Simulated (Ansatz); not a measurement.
From the elastic tensor of Ta4In to moduli and sound speeds

Theory: Ansatz, DFT PBE, scalar-relativistic, plane waves, PAW. Plane waves to 420 eV; Γ-centred k mesh 12×12×12; Gaussian smearing of 0.10 eV. No spin polarisation.

Space group I4/mmm (No. 139), tetragonal, a = 3.450 Å, c = 15.869 Å. Around Ta on its first site lie 8 Ta at 2.86–2.92 Å, 1 Ta at 3.10 Å, 1 In at 3.17 Å and 4 Ta at 3.45 Å; Ta on its second site has 4 Ta at 2.86 Å, 4 In at 2.96 Å, 1 Ta at 3.10 Å and 5 Ta at 3.35–3.45 Å; In has 8 Ta at 2.96 Å, 2 Ta at 3.17 Å and 4 In at 3.45 Å.

It was reached by relaxing an invented guess, and it needn't be the stable form of this composition. In a metal, frequencies and elastic constants depend on the k mesh and the smearing, soft modes and shear constants most. Spin–orbit coupling is left out, which matters for heavy elements.

Relaxed-ion constants (GPa, on the Cartesian axes of the calculation):
C11 = 219.0, C12 = 158.5, C13 = 128.5, C22 = 219.0, C23 = 128.5, C33 = 221.6, C44 = 79.6, C55 = 79.6, C66 = 107.4 GPa; the others vanish.

Density 14.743 g/cm³; 5 atoms in 94.45 Å³.

With S = C⁻¹: B_V = (C11+C22+C33+2(C12+C13+C23))/9, G_V = (C11+C22+C33−C12−C13−C23+3(C44+C55+C66))/15, 1/B_R = S11+S22+S33+2(S12+S13+S23), 15/G_R = 4(S11+S22+S33−S12−S13−S23)+3(S44+S55+S66); Hill is their mean. Then v_l = √((B+4G/3)/ρ), v_t = √(G/ρ), v_m = [(2/v_t³+1/v_l³)/3]^(−1/3) and Θ = (ħ/k_B)·v_m·(6π²n/V)^(1/3) for n atoms in the volume V; E = 9BG/(3B+G), ν = (3B−2G)/(2(3B+G)) and A^U = 5G_V/G_R + B_V/B_R − 6.

```
Bulk modulus, Voigt / Reuss / Hill          : 165.6 / 165.1 / 165.3 GPa
Shear modulus, Voigt / Reuss / Hill         : 69.6 / 57.4 / 63.5 GPa
Young's modulus                             : 169 GPa
Poisson ratio                               : 0.330
Pugh ratio B/G                              : 2.60 (over 1.75, the rule of thumb for ductile)
Universal anisotropy index                  : 1.07
Longitudinal and transverse sound speeds    : 4118 and 2075 m/s
Debye temperature from the mean sound speed : 260 K
```
